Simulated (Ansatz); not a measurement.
Input:

BN (zinc blende)

```yaml
crystal:
  lattice:
    - [0.00000, 1.80285, 1.80285]
    - [1.80285, 0.00000, 1.80285]
    - [1.80285, 1.80285, 0.00000]
  atoms:
    - { symbol: N, position: [0.75000, 0.75000, 0.75000] }
    - { symbol: B, position: [0.00000, 0.00000, 0.00000] }
```

In each cell atom 1 (N, nearest neighbour B at 1.561 Å; its periodic images, 2.5 Å or more away, move with it) moves by s·(1.000, 0.000, 0.000) (along Cartesian x), the rest being held.

Calculation: PBEsol (plane waves to 420 eV, PAW, scalar-relativistic; Ansatz, a first-principles code). k mesh 13×13×13 (Γ-centred), Fermi-Dirac smearing 0.05 eV. Energies are smeared free energies. BN was relaxed with its symmetry unable to fall. ΔE is measured from the undisplaced structure.

The scan covers s from -0.160 to 0.160 Å in 11 points.

Is the energy the same for equal positive and negative displacements?

Even: the same for both signs. With its periodic images moving along, the atom's site symmetry in this cell is -43m.

What is the force constant k = d²E/ds² of this move at s = 0?

24.6 eV/Å².

With two atoms in the cell this is the zone-centre optical mode. What wavenumber follows (transverse: no LO-TO term)?

1047 cm⁻¹.

(A displaced cell: forces are minus the slopes of the energy, force constants its curvatures, and phonons follow from these.)
